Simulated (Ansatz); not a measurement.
# PbTe (Fm-3m): G0W0 against its settings

PbTe (Fm-3m) from a database of computed structures, relaxed with r2SCAN+rVV10; one-shot G0W0 in Ansatz without spin-orbit coupling. Calculated for a static, non-magnetic cell.

```cif
data_structure
_symmetry_space_group_name_H-M 'Fm-3m'
_symmetry_Int_Tables_number 225
_cell_length_a 6.4911
_cell_length_b 6.4911
_cell_length_c 6.4911
_cell_angle_alpha 90.000
_cell_angle_beta 90.000
_cell_angle_gamma 90.000
_cell_volume 273.50
loop_
_atom_site_label
_atom_site_type_symbol
_atom_site_symmetry_multiplicity
_atom_site_Wyckoff_symbol
_atom_site_fract_x
_atom_site_fract_y
_atom_site_fract_z
_atom_site_occupancy
Te1 Te 4 a 0.00000 0.00000 0.00000 1
Pb1 Pb 4 b 0.50000 0.00000 0.00000 1
```

Gaps are read over the mesh points alone. G0W0 values are finite-basis, finite-mesh values.

| start | potentials | frequency model | mesh | empty bands | screening cutoff (eV) | Kohn-Sham gap (eV) | G0W0 gap (eV) |
| --- | --- | --- | --- | --- | --- | --- | --- |
| PBE | PAW | contour deformation | 6×6×6 | 204 | 120 | 0.76 | 1.00 |
| PBE | PAW | contour deformation | 6×6×6 | 506 | 220 | 0.76 | 1.09 |
| PBE | PAW | contour deformation | 6×6×6 | 930 | 300 | 0.76 | 1.12 |
| HSE06 | PAW | contour deformation | 6×6×6 | 506 | 220 | 1.15 | 1.26 |
| r2SCAN | PAW | contour deformation | 6×6×6 | 506 | 220 | 1.05 | 1.22 |
| PBE0 | PAW | contour deformation | 6×6×6 | 506 | 220 | 1.69 | 1.39 |
| PBE | PAW | Godby-Needs pole | 6×6×6 | 506 | 220 | 0.76 | 1.03 |
| PBE | PAW | contour deformation | 8×8×8 | 111 | 80 | 0.76 | 0.95 |
| PBE | norm-conserving | contour deformation | 6×6×6 | 506 | 220 | 0.76 | 1.03 |

The quasiparticle gap on this mesh is 1.12 eV (direct at L), against 0.76 eV from PBE: +0.36 eV. Renormalisation factors Z lie between 0.68 and 0.78.

Raising bands and cutoff together moves the gap by +0.09 eV (120 to 220 eV), then +0.03 eV (220 to 300 eV); the last step is small, which bounds nothing strictly. Starting from HSE06 (1.15 eV against PBE's 0.76 eV) gives 1.26 eV, +0.17 eV from G0W0@PBE at the same screening cutoff. Starting from r2SCAN (1.05 eV against PBE's 0.76 eV) gives 1.22 eV, +0.13 eV from G0W0@PBE at the same screening cutoff. Starting from PBE0 (1.69 eV against PBE's 0.76 eV) gives 1.39 eV, +0.30 eV from G0W0@PBE at the same screening cutoff. The Godby-Needs plasmon pole differs from contour deformation by -0.06 eV. Norm-conserving potentials (wave cutoff 1120 eV against 420 eV) shift the quasiparticle gap by -0.06 eV and the PBE gap by 0.00 eV. On these meshes the dielectric constant comes out too large, which adds an error that these runs don't bound. r2SCAN runs take a wave cutoff of 500 eV.

The program warns that the k mesh is coarse for exact exchange in some of these runs, so their gaps aren't converged.
